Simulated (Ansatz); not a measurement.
ZnSe in the zincblende structure, relaxed with r2SCAN, was run in Ansatz under altered settings. All numbers are computed, without spin polarisation but where a row says otherwise.

```yaml
crystal:
  lattice:
    - [0.00000, 2.83242, 2.83242]
    - [2.83242, 0.00000, 2.83242]
    - [2.83242, 2.83242, 0.00000]
  atoms:
    - { symbol: Zn, position: [0.00000, 0.00000, 0.00000] }
    - { symbol: Se, position: [0.25000, 0.25000, 0.25000] }
```

The base run's other keys:
```yaml
kpoints:
  mp_grid: { grid: [6, 6, 6] }
hamiltonian:
  xc: r2scan
scf:
  occupations: { method: fixed }
  n_extra_bands: 4
```

It takes 7 iterations with 1139 plane waves at 500 eV and 16 k points, and leaves a mean stress of +0.04 GPa. The gap over this mesh is 1.868 eV. It ran on 4 threads of Arm Neoverse N1 (shared host).

Outcomes, with energy and stress as changes against the base:
```
                                               setting            outcome  ΔF (meV/atom)  Δ mean stress (GPa)  gap on the mesh (eV)  iterations  wall time
                        scf.occupations: gaussian 0.05          converged            0.0                 0.00                 1.868           7      2.1 s
                           scf.occupations: cold 0.001          converged            0.0                 0.00                 1.868           7      2.1 s
                               hamiltonian.xc: mr2scan          converged              –                 0.00                 1.868           7      2.1 s
                       kpoints.mp_grid.grid: [4, 4, 4]          converged            +27                +0.30                 1.859           7      1.6 s
                          hamiltonian.dispersion: d3bj  converged, warned           -153                -1.07                 1.868           7      2.1 s
                                    basis.ecutwfc: 250  converged, warned           +773                +1.14                 1.924           7      1.3 s
                         scf.occupations: gaussian 0.5          converged            0.0                 0.00                 1.868           7      2.1 s
                kpoints.mp_grid.shift: [0.5, 0.5, 0.5]  converged, warned           -2.2                -0.02                 2.486           7      3.2 s
              scf.occupations: methfessel_paxton 0.001          converged            0.0                 0.00                 1.868           7      2.2 s
                     scf.mixing.preconditioner: kerker          converged            0.0                 0.00                 1.868           9      2.3 s
hamiltonian.pseudopotentials: nc (cutoff then 1306 eV)          converged              –                +0.07                 1.883           8      5.8 s
                                      basis.xc_grid: 1          converged           -0.3                +0.05                 1.867           7      1.9 s
                    scf.occupations: fermi_dirac 0.001          converged            0.0                 0.00                 1.868           7      2.1 s
               hamiltonian.pseudopotentials: ultrasoft            refused              –                    –                     –           –     0.03 s
```
A dash marks a value that wasn't obtained or can't be compared. Stress is positive in compression. Its mean hides that meshes of lower symmetry stress the axes unequally. The base took 2.7 s.

- kpoints.mp_grid.grid: [4, 4, 4]. The free energy moves by +27 meV an atom, the mean stress by +0.30 GPa and the gap on the mesh by -0.009 eV (to 1.859). The mesh is too coarse.
- hamiltonian.dispersion: d3bj. The free energy moves by -153 meV an atom, the mean stress by -1.07 GPa and the gap on the mesh by 0.000 eV (to 1.868). A pairwise correction adds to energy, forces and stress after the SCF and leaves the bands alone. Warned: dispersion damping borrowed.
- basis.ecutwfc: 250. 411 plane waves in place of 1139. The free energy moves by +773 meV an atom, the mean stress by +1.14 GPa and the gap on the mesh by +0.056 eV (to 1.924). The basis is too small: these are errors of the cutoff. Warned: cutoff below recommended.
- kpoints.mp_grid.shift: [0.5, 0.5, 0.5]. The free energy moves by -2.2 meV an atom, the mean stress by -0.02 GPa and the gap on the mesh by +0.618 eV (to 2.486). The mesh breaks the crystal's symmetry, so the stress, and any force that symmetry no longer fixes, lose it too. The gap changes mostly because other points are sampled; a mesh that misses a band edge overestimates it. Warned: symmetry narrowed by mesh.
- hamiltonian.pseudopotentials: ultrasoft. It is rejected at once. Error: YAML parse error: line 13 column 29: unknown variant `uspp`, expected one of nc, nc_fr, paw, paw_fr, all_electron

Within 1 meV an atom, 0.1 GPa and 0.005 eV of the base stay: scf.occupations: gaussian 0.05; scf.occupations: cold 0.001; scf.occupations: gaussian 0.5; scf.occupations: methfessel_paxton 0.001; scf.mixing.preconditioner: kerker; basis.xc_grid: 1; scf.occupations: fermi_dirac 0.001.

Spin-orbit coupling is left out.
